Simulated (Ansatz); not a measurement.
Ge2BN in space group R3m (No. 160; B on 3a, N on 3a, Ge on 3a, Ge on 3a), DFT-r²SCAN+D4 in the program Ansatz with PAW potentials, all energies at zero smearing, with the estimated change up to a 700 eV cutoff added, with one set of potentials and settings (totals compare only within such a set). Cell of 4 atoms (1 B, 1 N, 2 Ge): -9146.500 eV.

```json
[
 {"element": "B", "reference phase": "R-3m, 12 atoms in the cell", "E (eV/atom)": "-156.6449"},
 {"element": "N", "reference phase": "Pa-3, 8 atoms in the cell", "E (eV/atom)": "-384.8579"},
 {"element": "Ge", "reference phase": "Fd-3m, 2 atoms in the cell", "E (eV/atom)": "-4303.0261"}
]
```

Formation energy per atom, worked out: (-9146.500 − 1×(-156.6449) − 1×(-384.8579) − 2×(-4303.0261))/4 = 0.264 eV/atom (25 kJ per mol of atoms), at 0 K, without zero-point energy or fitted corrections.

The start of the workflow was typed in or built on a structure type; neither database checked (COD, Materials Project) lists it. Its standing as an ambient phase is unchecked. The cell was relaxed with r²SCAN+D4 under the symmetry of its start; whether a distortion lowers the energy is not shown. Its formation energy is positive at this level, so the cell may be metastable or incomplete. The references are the lowest solids computed at this level, not always the standard phases (solids in place of the gases).

Potentials: the earlier of the program's two PAW sets.
